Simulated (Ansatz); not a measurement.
With PBE in the plane-wave PAW code Ansatz, ReC in the rock salt structure (Fm-3m) relaxes to a = 4.347 Å. C has 6 nearest neighbours from 2.17 Å (octahedral). Against the elements it lies at 0.92 eV/atom, with no fitted shifts.

Electronic character: metallic (no gap). Gap from PBE with spin–orbit coupling: none (metallic).

The bulk modulus is 369 GPa.

The start of the workflow was typed in or built on a structure type; neither database checked (COD, Materials Project) lists it. Whether it is the stable phase at ambient conditions was not checked. The PBE relaxation kept the symmetry of its start; its stability against distortions is not shown here. No spin polarisation was allowed. Its formation energy is positive at this level, so the cell may be metastable or incomplete. The references are the lowest solids computed at this level, not always the standard phases. Spin–orbit coupling is left out wherever it is not named.

Potentials: the later of the program's two PAW sets.
